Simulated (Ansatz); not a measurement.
Values for one crystal, relaxed and computed with PBEsol (plane waves, PAW; program Ansatz); other levels are named.

```yaml
volume_per_atom: 19.22 Å³
electronic_character: metallic (no gap)
Gap with spin–orbit coupling: none (metallic)
Pressure derivative B′: 3.8
Formation energy from the elements (no fitted shifts): -0.47 eV/atom
zone_centre_stability: no imaginary mode at Γ
Elastic constants (relaxed ions, GPa): C11 = 230, C12 = 44.9, C13 = 63.0, C33 = 222, C44 = 74.9
```

**Question.** Pick the material that matches.
(A) NbAl3, I4/mmm (Al on 2b, Al on 4d, Nb on 2a)
(B) Zr4Al3, P6/mmm (Zr on 2e, Zr on 2d, Al on 3f)
(C) ZrCu, P2_1/m (Zr on 2e, Cu on 2e)
(D) AlNi, Cmcm (Al on 4c, Ni on 4c)

**Answer.** B, Zr4Al3, P6/mmm (Zr on 2e, Zr on 2d, Al on 3f)

The first step of the workflow began from a Materials Project structure, measured or hypothetical; the Crystallography Open Database copy checked does not list it. Its standing as an ambient phase is unchecked. The PBEsol relaxation kept the symmetry of its start. No spin polarisation was allowed. As this level gives no gap, shear constants depend on the k-mesh and smearing (Fermi–Dirac, 0.1 eV here). The references are the lowest solids computed at this level, not always the standard phases. Spin–orbit coupling is left out wherever it is not named.

Potentials: the later of the program's two PAW sets.
